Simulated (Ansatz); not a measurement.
The following input was run with Ansatz 0.2.0.

```yaml
crystal:
  lattice:
    - [3.38, 0.0, 0.0]
    - [0.0, 3.79, 0.0]
    - [0.0, 0.0, 8.03]
  atoms:
    - { symbol: Ti, position: [0.0, 0.5, 0.122], spin: 0.69 }
    - { symbol: Ti, position: [0.5, 0.0, 0.878], spin: 0.69 }
    - { symbol: Cl, position: [0.5, 0.5, 0.32] }
    - { symbol: Cl, position: [0.0, 0.0, 0.68] }
    - { symbol: O, position: [0.5, 0.5, 0.935] }
    - { symbol: O, position: [0.0, 0.0, 0.065] }
basis:
  ecutwfc: 420
kpoints:
  mp_grid: { grid: [6, 6, 4] }
hamiltonian:
  xc: pbesol
scf:
  occupations: { method: gaussian, width: 0.1 }
output:
  forces: true
  stress: true
  eigenvalues: true
  populations: true
magnetization:
  spin_polarized: true
relax:
  adjacent_minimum: "off"
  f_tol: 0.05
  max_steps: 80
  cell: { stress_tol: 0.5 }
```

Launched with
```bash
ansatz run input.yaml --threads 2 --pin off --max-ram 5120MiB --backend cpu --events-out ev --progress --plain --runs-dir out
```

These are results of DFT PBEsol, scalar-relativistic, plane waves, PAW in Ansatz, not measurements.

Part of what the program printed, abridged:

```
Pseudopotentials: kind: paw
Pseudopotential: Ti, paw, valence charge 12, recommended cutoff 420 eV (normal)
Pseudopotential: Cl, paw, valence charge 7, recommended cutoff 420 eV (normal)
Pseudopotential: O, paw, valence charge 6, recommended cutoff 420 eV (normal)
Functional definition: PBEsol
Crystal: 6 atoms, lattice volume = 102.866 Å³
Basis set: ecut = 420 eV, 2029 PW (Γ), exchange–correlation on 48×54×108 points (8 copies of the dense FFT grid, shifted against one another)
Bands: 32, of which v1, the nominal top of the filled ones, is band 25 counted from 1 (24 counted from 0)
Symmetry: 8 space group operations
Space group: Pmmn (ITA 59), of the structure as read, at distance tolerance 4.7e-5 Å
Magnetic group: BNS 59.405 (UNI 503), of the structure as read, at distance tolerance 4.7e-5 Å
k-points: 48 of 144
Initial density: superposition of atomic densities (chi_scale 0.1, normalization cell, long waves kept (reshape's long-wave potential 0.46 eV rms))
Starting moments: Σ|m| = 1.38 μB on 2 of 6 sites
Initial wavefunctions: pseudopotential atomic-orbital guess
Functional: x = pbesol(κ = 0.804, μ = 0.12345679), c = pbesol(β = 0.046)
SCF iter   1: F=—  HF=-8202.109961 eV  |F-HF|=—  |Δ(HF+E_count)|=         —  Δρ=4.96e-2 (↑4.96e-2 ↓4.22e-2) dr2=3.11e1  dr2_m=6.46e-2  M=1.502 μB ∫|m|=1.592 μB  β_m=0.30  ethr=3.10e-3  ⟨swp⟩=6.3  Hψ=13442  notcnv=0
Mixer restart at iter 1: flushing history
spin=Collinear: Kerker preconditioning applied to the charge; magnetization (m = ρ↑ − ρ↓) channel mixes plain (no charge-response kernel on spin).
SCF iter   2: F=—  HF=-8201.953283 eV  |F-HF|=—  |Δ(HF+E_count)|=   1.57e-1  Δρ=2.80e-2 (↑2.80e-2 ↓2.38e-2) dr2=1.38e1  dr2_m=3.73e-2  M=1.576 μB ∫|m|=1.630 μB  β_m=0.48  ethr=3.10e-3  ⟨swp⟩=3.8  Hψ=7025  notcnv=0  defer=99
SCF iter   3: F=—  HF=-8200.551789 eV  |F-HF|=—  |Δ(HF+E_count)|=    1.40e0  Δρ=1.11e-2 (↑1.11e-2 ↓9.20e-3) dr2=3.42e0  dr2_m=1.17e-2  M=1.745 μB ∫|m|=1.781 μB  β_m=0.63  ethr=3.10e-3  ⟨swp⟩=2.9  Hψ=5280  notcnv=0  defer=102
SCF iter   4: F=—  HF=-8199.807875 eV  |F-HF|=—  |Δ(HF+E_count)|=   7.44e-1  Δρ=7.32e-3 (↑6.19e-3 ↓7.32e-3) dr2=5.67e-1  dr2_m=2.96e-3  M=1.970 μB ∫|m|=2.013 μB  β_m=0.81  ethr=3.10e-3  ⟨swp⟩=2.2  Hψ=5152  notcnv=0  defer=114
SCF iter   5: F=—  HF=-8199.735688 eV  |F-HF|=—  |Δ(HF+E_count)|=   7.22e-2  Δρ=4.77e-3 (↑4.77e-3 ↓4.21e-3) dr2=1.08e-1  dr2_m=1.23e-3  M=1.999 μB ∫|m|=2.085 μB  β_m=0.79  ethr=1.13e-3  ⟨swp⟩=2.1  Hψ=5116  notcnv=0  defer=115
SCF iter   6: F=—  HF=-8199.753751 eV  |F-HF|=—  |Δ(HF+E_count)|=         —  Δρ=2.77e-3 (↑2.65e-3 ↓2.77e-3) dr2=5.04e-2  dr2_m=7.03e-4  M=1.996 μB ∫|m|=2.075 μB  β_m=0.79  ethr=2.16e-4  ⟨swp⟩=2.0  Hψ=5623  notcnv=0  defer=122
Mixer restart at iter 6: flushing history
SCF iter   7: F=—  HF=-8199.757008 eV  |F-HF|=—  |Δ(HF+E_count)|=   3.26e-3  Δρ=1.82e-3 (↑1.73e-3 ↓1.82e-3) dr2=2.34e-2  dr2_m=6.59e-5  M=1.994 μB ∫|m|=2.071 μB  β_m=0.74  ethr=1.01e-4  ⟨swp⟩=2.1  Hψ=4657  notcnv=0  defer=122
SCF iter   8: F=—  HF=-8199.757666 eV  |F-HF|=—  |Δ(HF+E_count)|=   6.57e-4  Δρ=9.76e-4 (↑9.76e-4 ↓8.66e-4) dr2=1.54e-2  dr2_m=4.08e-5  M=1.994 μB ∫|m|=2.069 μB  β_m=0.82  ethr=4.68e-5  ⟨swp⟩=2.1  Hψ=4643  notcnv=0  defer=122
SCF iter   9: F=—  HF=-8199.759096 eV  |F-HF|=—  |Δ(HF+E_count)|=   1.43e-3  Δρ=3.78e-4 (↑3.78e-4 ↓3.11e-4) dr2=3.84e-3  dr2_m=1.62e-5  M=1.992 μB ∫|m|=2.066 μB  β_m=0.88  ethr=3.08e-5  ⟨swp⟩=2.1  Hψ=3954  notcnv=0  defer=122
SCF iter  10: F=—  HF=-8199.758660 eV  |F-HF|=—  |Δ(HF+E_count)|=   4.36e-4  Δρ=1.76e-4 (↑1.70e-4 ↓1.76e-4) dr2=4.14e-4  dr2_m=2.25e-6  M=1.991 μB ∫|m|=2.064 μB  β_m=0.94  ethr=7.68e-6  ⟨swp⟩=2.0  Hψ=4108  notcnv=0  defer=122
SCF iter  11: F=—  HF=-8199.758576 eV  |F-HF|=—  |Δ(HF+E_count)|=   8.35e-5  Δρ=6.06e-5 (↑6.06e-5 ↓5.36e-5) dr2=3.38e-5  dr2_m=1.84e-7  M=1.991 μB ∫|m|=2.065 μB  β_m=0.97  ethr=8.28e-7  ⟨swp⟩=2.1  Hψ=4393  notcnv=0  defer=122
SCF iter  12: F=—  HF=-8199.758583 eV  |F-HF|=—  |Δ(HF+E_count)|=   6.92e-6  Δρ=2.95e-5 (↑2.95e-5 ↓1.64e-5) dr2=2.15e-6  dr2_m=1.37e-7  M=1.991 μB ∫|m|=2.065 μB  β_m=0.98  ethr=6.76e-8  ⟨swp⟩=2.0  Hψ=4364  notcnv=0  defer=122
SCF iter  13: F=—  HF=-8199.758584 eV  |F-HF|=—  |Δ(HF+E_count)|=   1.53e-6  Δρ=7.69e-6 (↑7.69e-6 ↓5.46e-6) dr2=2.31e-7  dr2_m=4.54e-9  M=1.991 μB ∫|m|=2.065 μB  β_m=0.99  ethr=4.30e-9  ⟨swp⟩=2.1  Hψ=4475  notcnv=0  defer=122
SCF iter  14: F=-8199.758585 eV  HF=-8199.758585 eV  |F-HF|=3.73e-8  |Δ(HF+E_count)|=   1.07e-7  Δρ=3.98e-6 (↑3.98e-6 ↓2.91e-6) dr2=6.70e-8  dr2_m=6.47e-10  M=1.991 μB ∫|m|=2.065 μB  β_m=1.00  ethr=2.00e-10  ⟨swp⟩=6.6  Hψ=14063  notcnv=0
SCF iter  15: F=-8199.758585 eV  HF=-8199.758585 eV  |F-HF|=2.05e-9  |Δ(HF+E_count)|=   2.02e-9  Δρ=6.40e-7 (↑6.40e-7 ↓5.97e-7) dr2=2.59e-9  dr2_m=6.18e-12  M=1.991 μB ∫|m|=2.065 μB  β_m=1.00  ethr=1.34e-10  ⟨swp⟩=2.1  Hψ=9840  notcnv=0
SCF iter  16: F=-8199.758585 eV  HF=-8199.758585 eV  |F-HF|=1.91e-10  |Δ(HF+E_count)|=   2.23e-9  Δρ=3.58e-7 (↑3.58e-7 ↓3.38e-7) dr2=6.25e-10  dr2_m=7.65e-13  M=1.991 μB ∫|m|=2.065 μB  ethr=5.18e-12  ⟨swp⟩=1.0  Hψ=7862  notcnv=0
SCF 1 converged in 16 iterations: F = -8199.758585 eV  dr2 = 6.25e-10
relax step   1: F+E_penalty+E_count = -8199.75858460 eV  Δ(F+E_penalty+E_count) = +0.000e0 eV  max|allowed force component| = 1.750e0 eV/Å  Δτ_max = 0.0000 Å  P = -0.343 GPa  Ω = 102.866 Å³  (16 SCF iters, dr2 threshold 1.00e-7 eV, accepted)
Crystal: 6 atoms, lattice volume = 100.392 Å³
Basis set: ecut = 420 eV, 1985 PW (Γ), exchange–correlation on 48×54×108 points (8 copies of the dense FFT grid, shifted against one another)
Initial density: handed on by an earlier stage of this run
Starting moments: Σ|m| = 1.38 μB on 2 of 6 sites; this step starts from the density that it was given
Initial wavefunctions: those handed on with the density
SCF iter   1: F=—  HF=-8200.022020 eV  |F-HF|=—  |Δ(HF+E_count)|=         —  Δρ=7.65e-3 (↑7.65e-3 ↓5.52e-3) dr2=6.21e-2  dr2_m=3.05e-2  M=1.716 μB ∫|m|=1.770 μB  β_m=0.30  ethr=1.20e-4  ⟨swp⟩=1.1  Hψ=16537  notcnv=0
spin=Collinear: Kerker preconditioning applied to the charge; magnetization (m = ρ↑ − ρ↓) channel mixes plain (no charge-response kernel on spin).
SCF iter   2: F=—  HF=-8200.017643 eV  |F-HF|=—  |Δ(HF+E_count)|=   4.38e-3  Δρ=5.66e-3 (↑5.66e-3 ↓4.34e-3) dr2=3.29e-2  dr2_m=1.87e-2  M=1.690 μB ∫|m|=1.739 μB  β_m=0.65  ethr=1.20e-4  ⟨swp⟩=1.1  Hψ=3087  notcnv=0
SCF iter   3: F=—  HF=-8200.013177 eV  |F-HF|=—  |Δ(HF+E_count)|=   4.47e-3  Δρ=1.09e-3 (↑1.09e-3 ↓8.82e-4) dr2=8.72e-3  dr2_m=2.84e-4  M=1.637 μB ∫|m|=1.672 μB  β_m=0.63  ethr=6.59e-5  ⟨swp⟩=2.2  Hψ=5012  notcnv=0
SCF iter   4: F=—  HF=-8200.012252 eV  |F-HF|=—  |Δ(HF+E_count)|=   9.25e-4  Δρ=4.24e-4 (↑4.24e-4 ↓3.73e-4) dr2=2.81e-3  dr2_m=4.80e-5  M=1.627 μB ∫|m|=1.660 μB  β_m=0.81  ethr=1.74e-5  ⟨swp⟩=1.9  Hψ=3696  notcnv=0
SCF iter   5: F=—  HF=-8200.011759 eV  |F-HF|=—  |Δ(HF+E_count)|=   4.93e-4  Δρ=2.11e-4 (↑2.10e-4 ↓2.11e-4) dr2=7.26e-4  dr2_m=8.96e-6  M=1.626 μB ∫|m|=1.657 μB  β_m=0.82  ethr=5.62e-6  ⟨swp⟩=1.7  Hψ=3524  notcnv=0
SCF iter   6: F=—  HF=-8200.011709 eV  |F-HF|=—  |Δ(HF+E_count)|=   5.00e-5  Δρ=1.16e-4 (↑1.01e-4 ↓1.16e-4) dr2=5.97e-5  dr2_m=4.24e-6  M=1.624 μB ∫|m|=1.655 μB  β_m=0.91  ethr=1.45e-6  ⟨swp⟩=2.0  Hψ=4239  notcnv=0
   ...
Crystal: 6 atoms, lattice volume = 100.106 Å³
SCF iter   1: F=—  HF=-8200.375645 eV  |F-HF|=—  |Δ(HF+E_count)|=         —  Δρ=5.44e-3 (↑3.23e-3 ↓5.44e-3) dr2=3.37e-2  dr2_m=8.34e-3  M=-0.008 μB ∫|m|=0.017 μB  β_m=0.30  ethr=6.59e-5  ⟨swp⟩=1.5  Hψ=16882  notcnv=0
SCF iter   2: F=—  HF=-8200.369761 eV  |F-HF|=—  |Δ(HF+E_count)|=   5.88e-3  Δρ=3.30e-3 (↑2.39e-3 ↓3.30e-3) dr2=6.62e-3  dr2_m=4.37e-3  M=-0.007 μB ∫|m|=0.013 μB  β_m=0.41  ethr=6.59e-5  ⟨swp⟩=2.1  Hψ=4315  notcnv=0
SCF iter   3: F=—  HF=-8200.374088 eV  |F-HF|=—  |Δ(HF+E_count)|=   4.33e-3  Δρ=1.56e-3 (↑1.38e-3 ↓1.56e-3) dr2=3.62e-3  dr2_m=1.06e-3  M=-0.005 μB ∫|m|=0.008 μB  β_m=0.40  ethr=1.32e-5  ⟨swp⟩=2.0  Hψ=4736  notcnv=0
SCF iter   4: F=—  HF=-8200.375088 eV  |F-HF|=—  |Δ(HF+E_count)|=   1.00e-3  Δρ=6.98e-4 (↑6.98e-4 ↓6.40e-4) dr2=2.94e-4  dr2_m=2.90e-4  M=-0.004 μB ∫|m|=0.005 μB  β_m=0.45  ethr=7.25e-6  ⟨swp⟩=2.0  Hψ=4256  notcnv=0
SCF iter   5: F=—  HF=-8200.375704 eV  |F-HF|=—  |Δ(HF+E_count)|=   6.17e-4  Δρ=2.03e-4 (↑1.97e-4 ↓2.03e-4) dr2=7.15e-5  dr2_m=2.25e-5  M=-0.003 μB ∫|m|=0.003 μB  β_m=0.45  ethr=5.88e-7  ⟨swp⟩=2.1  Hψ=4826  notcnv=0
SCF iter   6: F=—  HF=-8200.375866 eV  |F-HF|=—  |Δ(HF+E_count)|=   1.61e-4  Δρ=7.42e-5 (↑7.42e-5 ↓7.13e-5) dr2=6.38e-6  dr2_m=1.42e-6  M=-0.002 μB ∫|m|=0.002 μB  β_m=0.63  ethr=1.43e-7  ⟨swp⟩=2.1  Hψ=4833  notcnv=0
SCF iter   7: F=—  HF=-8200.375889 eV  |F-HF|=—  |Δ(HF+E_count)|=   2.33e-5  Δρ=2.87e-5 (↑2.87e-5 ↓1.62e-5) dr2=1.19e-6  dr2_m=2.63e-7  M=-0.001 μB ∫|m|=0.001 μB  β_m=0.62  ethr=1.28e-8  ⟨swp⟩=2.6  Hψ=5857  notcnv=0
SCF iter   8: F=—  HF=-8200.375892 eV  |F-HF|=—  |Δ(HF+E_count)|=   2.69e-6  Δρ=1.24e-5 (↑1.24e-5 ↓1.11e-5) dr2=3.88e-8  dr2_m=1.17e-7  M=-0.001 μB ∫|m|=0.001 μB  β_m=0.81  ethr=2.39e-9  ⟨swp⟩=2.0  Hψ=5218  notcnv=0
SCF iter   9: F=-8200.375892 eV  HF=-8200.375892 eV  |F-HF|=8.44e-9  |Δ(HF+E_count)|=   2.09e-7  Δρ=3.49e-6 (↑2.38e-6 ↓3.49e-6) dr2=1.46e-8  dr2_m=5.49e-9  M= 0.000 μB ∫|m|=0.000 μB  β_m=0.90  ethr=7.75e-11  ⟨swp⟩=2.1  Hψ=10516  notcnv=0
SCF iter  10: F=-8200.375892 eV  HF=-8200.375892 eV  |F-HF|=4.28e-8  |Δ(HF+E_count)|=   2.12e-8  Δρ=2.98e-6 (↑2.38e-6 ↓2.98e-6) dr2=4.58e-8  dr2_m=2.14e-10  M= 0.000 μB ∫|m|=0.000 μB  ethr=2.93e-11  ⟨swp⟩=1.0  Hψ=8953  notcnv=0
the starting moments were not kept: the SCF closed with an absolute magnetisation of 8.9e-5 μB, where they sum to 1.38 μB in size (2 sites). That is at most 0.1 of that sum. Measured as dr2_m measures the in/out step, that magnetisation stands 2.0e-9 eV from none, at or under the dr2_threshold of 6.0e-7 eV: it is no larger than a step whose dr2_m would equal this threshold.
SCF 8 converged in 10 iterations: F = -8200.375892 eV  dr2 = 4.58e-8
relax step   8: F+E_penalty+E_count = -8200.37589207 eV  Δ(F+E_penalty+E_count) = -3.389e-2 eV  max|allowed force component| = 9.106e-2 eV/Å  Δτ_max = 0.0628 Å  P = +0.414 GPa  Ω = 100.106 Å³  energy of the carried Pulay correction = +4.431e-3 eV  (10 SCF iters, dr2 threshold 6.00e-7 eV, accepted)
Crystal: 6 atoms, lattice volume = 101.765 Å³
Basis set: ecut = 420 eV, 2001 PW (Γ), exchange–correlation on 48×54×108 points (8 copies of the dense FFT grid, shifted against one another)
SCF iter   1: F=—  HF=-8200.377771 eV  |F-HF|=—  |Δ(HF+E_count)|=         —  Δρ=1.16e-3 (↑1.02e-3 ↓1.16e-3) dr2=1.62e-2  dr2_m=7.95e-5  M=-0.019 μB ∫|m|=0.020 μB  β_m=0.65  ethr=3.38e-5  ⟨swp⟩=2.0  Hψ=18389  notcnv=0
SCF iter   2: F=—  HF=-8200.385306 eV  |F-HF|=—  |Δ(HF+E_count)|=   7.53e-3  Δρ=2.18e-3 (↑2.18e-3 ↓2.16e-3) dr2=4.82e-2  dr2_m=1.86e-5  M=-0.014 μB ∫|m|=0.015 μB  β_m=0.26  ethr=3.23e-5  ⟨swp⟩=2.7  Hψ=5514  notcnv=0  recentre
SCF iter   3: F=—  HF=-8200.375016 eV  |F-HF|=—  |Δ(HF+E_count)|=   1.03e-2  Δρ=4.49e-4 (↑3.52e-4 ↓4.49e-4) dr2=4.22e-4  dr2_m=2.97e-5  M=-0.015 μB ∫|m|=0.016 μB  β_m=0.40  ethr=3.23e-5  ⟨swp⟩=2.0  Hψ=5053  notcnv=0
SCF iter   4: F=—  HF=-8200.375243 eV  |F-HF|=—  |Δ(HF+E_count)|=   2.27e-4  Δρ=1.77e-4 (↑1.35e-4 ↓1.77e-4) dr2=3.02e-5  dr2_m=9.47e-6  M=-0.011 μB ∫|m|=0.012 μB  β_m=0.50  ethr=8.43e-7  ⟨swp⟩=2.0  Hψ=4442  notcnv=0
SCF iter   5: F=—  HF=-8200.375354 eV  |F-HF|=—  |Δ(HF+E_count)|=   1.10e-4  Δρ=9.16e-5 (↑9.16e-5 ↓8.60e-5) dr2=3.18e-6  dr2_m=5.66e-6  M=-0.008 μB ∫|m|=0.008 μB  β_m=0.58  ethr=6.05e-8  ⟨swp⟩=2.0  Hψ=5364  notcnv=0
SCF iter   6: F=—  HF=-8200.375361 eV  |F-HF|=—  |Δ(HF+E_count)|=   7.63e-6  Δρ=6.83e-5 (↑5.03e-5 ↓6.83e-5) dr2=1.66e-6  dr2_m=3.04e-6  M=-0.006 μB ∫|m|=0.006 μB  β_m=0.79  ethr=6.36e-9  ⟨swp⟩=2.0  Hψ=5006  notcnv=0
SCF iter   7: F=—  HF=-8200.375365 eV  |F-HF|=—  |Δ(HF+E_count)|=   4.28e-6  Δρ=2.40e-5 (↑2.40e-5 ↓2.10e-5) dr2=1.14e-6  dr2_m=2.63e-7  M=-0.002 μB ∫|m|=0.002 μB  β_m=0.81  ethr=3.32e-9  ⟨swp⟩=2.5  Hψ=6033  notcnv=0
SCF iter   8: F=—  HF=-8200.375366 eV  |F-HF|=—  |Δ(HF+E_count)|=   7.25e-7  Δρ=1.25e-5 (↑1.25e-5 ↓6.82e-6) dr2=1.78e-7  dr2_m=4.90e-8  M=-0.001 μB ∫|m|=0.001 μB  β_m=0.77  ethr=2.28e-9  ⟨swp⟩=2.0  Hψ=4890  notcnv=0
SCF iter   9: F=-8200.375366 eV  HF=-8200.375366 eV  |F-HF|=1.62e-7  |Δ(HF+E_count)|=   2.81e-7  Δρ=6.26e-6 (↑6.26e-6 ↓5.16e-6) dr2=1.82e-7  dr2_m=3.37e-9  M= 0.000 μB ∫|m|=0.000 μB  β_m=0.84  ethr=3.57e-10  ⟨swp⟩=7.1  Hψ=12287  notcnv=0
SCF iter  10: F=-8200.375366 eV  HF=-8200.375366 eV  |F-HF|=1.15e-8  |Δ(HF+E_count)|=   2.18e-8  Δρ=1.43e-6 (↑1.43e-6 ↓1.35e-6) dr2=1.24e-8  dr2_m=6.38e-11  M= 0.000 μB ∫|m|=0.000 μB  ethr=3.57e-10  ⟨swp⟩=2.0  Hψ=9442  notcnv=0
the starting moments were not kept: the SCF closed with an absolute magnetisation of 4.8e-5 μB, where they sum to 1.38 μB in size (2 sites). That is at most 0.1 of that sum. Measured as dr2_m measures the in/out step, that magnetisation stands 6.3e-10 eV from none, at or under the dr2_threshold of 6.0e-7 eV: it is no larger than a step whose dr2_m would equal this threshold.
SCF 9 converged in 10 iterations: F = -8200.375366 eV  dr2 = 1.24e-8
relax step   9: F+E_penalty+E_count = -8200.37536643 eV  Δ(F+E_penalty+E_count) = +5.256e-4 eV  max|allowed force component| = 3.627e-2 eV/Å  Δτ_max = 0.0258 Å  P = -0.111 GPa  Ω = 101.765 Å³  energy of the carried Pulay correction = +1.754e-3 eV  (10 SCF iters, dr2 threshold 6.00e-7 eV, accepted)
Initial wavefunctions: pseudopotential atomic-orbital guess (no wavefunctions were taken with the density)
SCF iter   1: F=—  HF=-8200.378268 eV  |F-HF|=—  |Δ(HF+E_count)|=         —  Δρ=1.68e-4 (↑1.68e-4 ↓1.68e-4) dr2=1.11e-5  dr2_m=1.30e-10  M= 0.000 μB ∫|m|=0.000 μB  β_m=0.65  ethr=1.85e-7  ⟨swp⟩=3.4  Hψ=21767  notcnv=0
SCF iter   2: F=—  HF=-8200.378546 eV  |F-HF|=—  |Δ(HF+E_count)|=   2.79e-4  Δρ=5.79e-5 (↑5.78e-5 ↓5.79e-5) dr2=1.78e-6  dr2_m=6.67e-11  M= 0.000 μB ∫|m|=0.000 μB  β_m=0.59  ethr=2.22e-8  ⟨swp⟩=2.0  Hψ=4496  notcnv=0
SCF iter   3: F=—  HF=-8200.378584 eV  |F-HF|=—  |Δ(HF+E_count)|=   3.79e-5  Δρ=2.48e-5 (↑2.48e-5 ↓2.48e-5) dr2=2.44e-6  dr2_m=3.51e-11  M= 0.000 μB ∫|m|=0.000 μB  β_m=0.45  ethr=3.55e-9  ⟨swp⟩=2.0  Hψ=4724  notcnv=0
SCF iter   4: F=—  HF=-8200.378585 eV  |F-HF|=—  |Δ(HF+E_count)|=   1.02e-6  Δρ=5.76e-6 (↑5.69e-6 ↓5.76e-6) dr2=7.36e-8  dr2_m=2.92e-11  M= 0.000 μB ∫|m|=0.000 μB  β_m=0.43  ethr=3.55e-9  ⟨swp⟩=2.0  Hψ=4722  notcnv=0
SCF iter   5: F=—  HF=-8200.378587 eV  |F-HF|=—  |Δ(HF+E_count)|=   1.83e-6  Δρ=2.72e-6 (↑2.72e-6 ↓2.72e-6) dr2=7.56e-9  dr2_m=2.22e-11  M= 0.000 μB ∫|m|=0.000 μB  β_m=0.51  ethr=1.47e-10  ⟨swp⟩=2.0  Hψ=4309  notcnv=0
SCF iter   6: F=—  HF=-8200.378587 eV  |F-HF|=—  |Δ(HF+E_count)|=   5.53e-8  Δρ=5.49e-7 (↑5.49e-7 ↓5.09e-7) dr2=4.05e-10  dr2_m=1.28e-11  M= 0.000 μB ∫|m|=0.000 μB  β_m=0.60  ethr=1.51e-11  ⟨swp⟩=2.0  Hψ=4728  notcnv=0
SCF iter   7: F=-8200.378587 eV  HF=-8200.378587 eV  |F-HF|=2.86e-10  |Δ(HF+E_count)|=   2.17e-9  Δρ=2.58e-7 (↑2.58e-7 ↓2.09e-7) dr2=3.41e-10  dr2_m=2.30e-12  M= 0.000 μB ∫|m|=0.000 μB  ethr=1.00e-12  ⟨swp⟩=1.8  Hψ=9965  notcnv=0
the starting moments were not kept: the SCF closed with an absolute magnetisation of 1.3e-5 μB, where they sum to 1.38 μB in size (2 sites). That is at most 0.1 of that sum. Measured as dr2_m measures the in/out step, that magnetisation stands 4.5e-11 eV from none, at or under the dr2_threshold of 6.0e-9 eV: it is no larger than a step whose dr2_m would equal this threshold.
SCF 10 converged in 7 iterations: F = -8200.378587 eV  dr2 = 3.41e-10
SCF converged after 7 iterations
Magnetization:  0.0000 μB (25.0000 up, 25.0000 down)
Absolute magnetization: 0.0000 μB (∫|ρ↑−ρ↓|, with the PAW one-centre terms)
Spin contamination: 0.0000 ħ² per cell (⟨S²⟩ above its minimum at these occupations)
Per-site moments (μB) at R_I (Å): [(-3.78733683e-6, 0.82023032), (-3.78733683e-6, 0.82023032), (-1.23055232e-7, 0.98905968), (-1.23055232e-7, 0.98905968), (-9.28698544e-8, 0.82023032), (-9.28698544e-8, 0.82023032)]
Free energy (F): -8200.378587 eV
Harris-Foulkes:  -8200.378587 eV  (|F-HF|=2.86e-10)
Internal energy: -8200.365828 eV  (E = F + TS)
E sigma→0 (E₀):  -8200.372208 eV
Entropy (-TS):   -0.012759 eV (-2.127 meV/atom)
Fermi energy:    7.503906 eV
--- Per-component energies (eV) ---
  E_band       = -539.302504
  E_kinetic    = 1219.243207
  E_local      = -6170.405827  (includes V_loc(G=0)·N_el)
  E_nonlocal   = 169.873818
  E_hartree    = 2660.659410
  E_xc         = -552.947359
  E_vxc        = -675.346386  (∫ρ·V_xc dr)
  E_paw        = -3631.561000  (= ΣΔE_a)
  E_vpaw       = -403.990446  (= ΣTr[D̂ρ^β])
  E_aug_tail   = 0.005329  (compensation charges beyond the density's cutoff)
  E_ewald      = -1895.739615
  E_core_change = 0.506209  (= ΣΔE_core)
  E_smearing   = -0.012759  (= −TS)
--- Forces (eV/Å), atoms counted from 1 ---
  atom   1  Ti     0.00000000     0.00000000    -0.03622268
  atom   2  Ti     0.00000000     0.00000000     0.03622268
  atom   3  Cl     0.00000000     0.00000000    -0.00429685
  atom   4  Cl     0.00000000     0.00000000     0.00429685
  atom   5  O      0.00000000     0.00000000     0.00825428
  atom   6  O      0.00000000     0.00000000    -0.00825428
--- Stress (GPa, compression-positive) ---
       -0.110948       0.000000       0.000000
        0.000000       0.016563       0.000000
        0.000000       0.000000      -0.116997
  P = ⅓ Tr σ = -0.0705 GPa (-0.705 kbar)
--- Band table (eV; the first three rows and the last of 96) ---
  k-point 0 ↑: bands = ["-50.4689", "-50.3654", "-26.9650", "-26.9455", "-26.8783", "-26.8146", "-26.6777", "-26.6071", "-13.0701", "-12.5513", "-8.6449", "-8.6137", "0.7327", "1.0799", "1.2696", "1.3232", "1.8788", "2.7119", "2.7213", "3.7693", "4.0717", "4.1327", "4.1389", "4.6429", "6.7813", "7.0803", "8.0376", "8.1782", "8.5466", "8.9947", "9.4635", "10.0429"]
  k-point 1 ↑: bands = ["-50.4689", "-50.3654", "-26.9650", "-26.9455", "-26.8783", "-26.8146", "-26.6777", "-26.6071", "-13.0698", "-12.5513", "-8.7004", "-8.5573", "0.6576", "1.0807", "1.3232", "1.3324", "1.8765", "2.7067", "2.8846", "3.8305", "3.8546", "4.0927", "4.1627", "4.6113", "6.7813", "7.0841", "8.0560", "8.1769", "8.5180", "8.9946", "9.5316", "10.0702"]
  k-point 2 ↑: bands = ["-50.4689", "-50.3654", "-26.9650", "-26.9455", "-26.8783", "-26.8146", "-26.6777", "-26.6071", "-13.0695", "-12.5513", "-8.7285", "-8.5285", "0.5972", "1.0816", "1.3234", "1.3785", "1.8743", "2.6928", "3.2377", "3.4612", "3.9422", "3.9953", "4.1976", "4.5750", "6.7813", "7.0887", "8.0769", "8.1753", "8.4870", "8.9945", "9.5935", "10.1011"]
  k-point 47 ↓: bands = ["-50.4006", "-50.4006", "-27.1743", "-27.1743", "-26.8299", "-26.8299", "-26.6571", "-26.6571", "-12.0357", "-12.0357", "-8.1264", "-8.1264", "-0.5290", "-0.5290", "0.9352", "0.9352", "1.6686", "1.6686", "1.9167", "1.9167", "2.9004", "2.9004", "4.0515", "4.0515", "8.5571", "8.5571", "8.6751", "8.6751", "8.9504", "8.9504", "10.2771", "10.2771"]
--- Relaxed structure (9 steps of the walk, 9 accepted, 1 SCFs on fresh bases) ---
  F+E_penalty+E_count = -8200.37858725 eV   max|allowed force component| = 3.622e-2 eV/Å   (the final SCF, on the basis selected at the relaxed cell)
  cell:  # Å, volume = 101.7649 Å³
    - [3.21750837, 0.0, 0.0]
    - [0.0, 3.97370924, 0.0]
    - [0.0, 0.0, 7.95943564]
  atoms:
    - { symbol: Ti, position: [0.0, 0.5, 0.08536615] }
    - { symbol: Ti, position: [0.5, 0.0, 0.91463384] }
    - { symbol: Cl, position: [0.5, 0.5, 0.30873784] }
    - { symbol: Cl, position: [0.0, 0.0, 0.69126215] }
    - { symbol: O, position: [0.5, 0.5, 0.92459888] }
    - { symbol: O, position: [0.0, 0.0, 0.07540111] }
--- Löwdin populations: 6 sites ---
  site symbol q [e]    m [muB]
     0     Ti     11.0248     0.0000
     1     Ti     11.0248     0.0000
     2     Cl      7.2404     0.0000
     3     Cl      7.2404     0.0000
     4      O      6.6313     0.0000
     5      O      6.6313     0.0000
  spilling = 0.004141 (of n_electrons = 50.000000)
```

The relaxation met its thresholds.

The run took 4.4 min on 2 threads of Intel(R) Xeon(R) Platinum 8488C (Sapphire Rapids), on a shared host, peak memory 0.99 GiB.

The k mesh is coarse. The cell holds layers, and where no dispersion correction was added their binding is poorly described.